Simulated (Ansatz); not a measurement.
# SrOs (CsCl-type structure)

The computed numbers are results of r²SCAN, scalar-relativistic (no spin polarisation) in the plane-wave PAW code Ansatz at 500 eV, 10×10×10 k-mesh, Gaussian smearing of 0.05 eV; PAW files: Ansatz's generated set soft_2.

```cif
data_structure
_symmetry_space_group_name_H-M 'Pm-3m'
_symmetry_Int_Tables_number 221
_cell_length_a 3.5848
_cell_length_b 3.5848
_cell_length_c 3.5848
_cell_angle_alpha 90.000
_cell_angle_beta 90.000
_cell_angle_gamma 90.000
_cell_volume 46.07
loop_
_atom_site_label
_atom_site_type_symbol
_atom_site_symmetry_multiplicity
_atom_site_Wyckoff_symbol
_atom_site_fract_x
_atom_site_fract_y
_atom_site_fract_z
_atom_site_occupancy
Sr1 Sr 1 a 0.00000 0.00000 0.00000 1
Os1 Os 1 b 0.50000 0.50000 0.50000 1
```

This is a trial structure made by placing the elements on a prototype's sites, so it needn't be the stable form.

The cell above was scaled in volume, its shape and atoms being fixed by the lattice's symmetry. Energies are counted from the cell above.

The cell is relaxed to zero pressure at this level.

| V (Å³/atom) | ΔE (meV/atom) | P (GPa) |
| --- | --- | --- |
| 22.11 | 8.3 | 3.0 |
| 22.57 | 2.0 | 1.4 |
| 23.03 | 0.0 | 0.0 |
| 23.49 | 1.9 | -1.3 |
| 23.95 | 7.4 | -2.5 |
| 24.65 | 21.6 | -4.0 |

Problem. What do the points give for the equilibrium volume, the bulk modulus and its pressure derivative (third-order Birch–Murnaghan)?

Solution. V0 = 23.03 Å³/atom, B0 = 68 GPa, B0′ = 3.8.

B0·V0 = 68.2 GPa × 23.03 Å³ = 9.80 eV/atom sets the scale: near the minimum ΔE ≈ ½ B0 V0 x², with x = V/V0 − 1, and a pressure of 0.7 GPa squeezes the volume by about 1 %. At the ends of the curve: x = −4.0 % predicts 7.8 meV/atom and the run gives 8.3; x = +7.0 % predicts 24.1 meV/atom and the run gives 21.6. The lopsidedness is anharmonic: atoms resist being pushed together more than being pulled apart.

No spin–orbit coupling, a notable omission for heavy elements. The run is a metal.
